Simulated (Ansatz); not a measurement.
A relaxed 1×1 slab of 5 planes, cut along (0001) from a hcp crystal of one element, has a cell area of 7.29 Å² and a bulk spacing of 2.295 Å between its first planes. All-electron LAPW in Ansatz 0.2.0 (PBEsol, scalar-relativistic, no spin polarisation) gives γ = 2.16 J/m², Φ = 4.54 eV and a change of the outer spacing of -6.9 %. The hcp structure needn't be the element's own.

**Question.** Which element is it?

**Answer.** Ti. Neighbours weren't tried against these numbers.
